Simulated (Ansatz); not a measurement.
LaPIr in space group I4_1md (No. 109; La on 4a, P on 4a, Ir on 4a), DFT-PBE in the program Ansatz with PAW potentials, all energies at zero smearing, with the estimated change up to a 700 eV cutoff added, with one set of potentials and settings (totals compare only within such a set). Cell of 6 atoms (2 La, 2 P, 2 Ir): -37889.310 eV.

| element | reference phase | E (eV/atom) |
|---|---|---|
| La | P6_3/mmc, 4 atoms in the cell | -6250.0953 |
| P | Cmce, 4 atoms in the cell | -755.6743 |
| Ir | Fm-3m, 1 atoms in the cell | -11935.3137 |

Formation energy per atom, worked out: (-37889.310 − 2×(-6250.0953) − 2×(-755.6743) − 2×(-11935.3137))/6 = -1.191 eV/atom (-115 kJ per mol of atoms), at 0 K, without zero-point energy or fitted corrections.

The first step of the workflow began from a Materials Project structure, measured or hypothetical; the Crystallography Open Database copy checked does not list it. With P and Ir taken as one species the cell has the higher symmetry I4_1/amd, so it may be an ordered model of a mixed-site phase. Whether it is the stable phase at ambient conditions was not checked. The cell was relaxed with PBE under the symmetry of its start; its stability against distortions is not shown here. No spin polarisation was allowed. The references are the lowest solids computed at this level, not always the standard phases. Spin–orbit coupling is left out wherever it is not named.

Potentials: the later of the program's two PAW sets.
